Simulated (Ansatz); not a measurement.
TaAs (CsCl type, Pm-3m) under volume change, plane-wave PAW r²SCAN (Ansatz code), scaled uniformly.

```csv
V (Å³/atom),E − E(relaxed) (meV/atom),P (GPa)
14.901,93.3,22.04
15.392,39.2,13.49
15.883,9.3,6.21
16.374,0.0,0.00
16.865,8.3,-5.30
17.357,31.7,-9.81
17.848,67.8,-13.65
```

What does a third-order Birch–Murnaghan fit give for V₀, B₀ and B′?

V₀ = 16.37 Å³/atom, B₀ = 191 GPa, B′ = 4.3.

A made-up cell: these elements were put on the sites of a structure type; neither database checked (COD, Materials Project) lists it. It is not the phase usual at ambient conditions (space group No. 109). Symmetry was held in the r²SCAN relaxation; its stability against distortions is not shown here. No spin polarisation was allowed. Scalar-relativistic: spin–orbit coupling is off unless named, which matters more the heavier the elements.

Potentials: the later of the program's two PAW sets.
